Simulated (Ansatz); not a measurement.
**Stability checks on a candidate for Sn2Bi2Te**

The structure comes from a generated guess, relaxed at this level; another structure or a mixture of phases may lie lower.

All numbers below come from Ansatz, DFT PBE, scalar-relativistic, plane waves, PAW. The final run on the 5-atom cell used 420 eV, a Γ-centred 12×12×4 mesh, 0.10 eV smearing and no spin polarisation.

```
CELL_PARAMETERS angstrom
4.36169 0.00000 0.00000
-2.18084 3.77733 0.00000
0.00000 0.00000 10.01464
ATOMIC_POSITIONS crystal
Sn 0.33333 0.66667 0.19562
Sn 0.66667 0.33333 0.80438
Bi 0.33333 0.66667 0.60337
Bi 0.66667 0.33333 0.39663
Te 0.00000 0.00000 0.00000
```

The zero of energy is the elements' standard structures at the same level; no fitted shifts are applied. The references include grey tin.

Question: These tests were run: energy against the elements; random kick, then relaxation without symmetry; phonons on a 2×2×1 q mesh; elastic tensor. What do they show?

Answer:

```tsv
test	result
energy against the elements	0.00 eV/atom
random kick, then relaxation without symmetry	returns
phonons on a 2×2×1 q mesh	no imaginary mode on the mesh, but the interpolation dips to 35i cm⁻¹ between its points
elastic tensor	least eigenvalue 3 GPa
```

It fails none of these tests outright. Whether a mixture of other phases lies lower isn't tested here. Undecided within the accuracy: energy against the elements, phonons on a 2×2×1 q mesh and elastic tensor.

For metals, differences of a few meV/atom aren't resolved. Spin–orbit coupling, which can matter for Bi and Te, is left out. The reference form of Te is held partly by dispersion forces, which this level lacks. The kick test ran on a coarse mesh. The run for the phonons used a 12×12×4 k mesh and Fermi–Dirac smearing of 0.15 eV. The run for the elastic tensor used a 12×12×4 k mesh and Fermi–Dirac smearing of 0.15 eV.
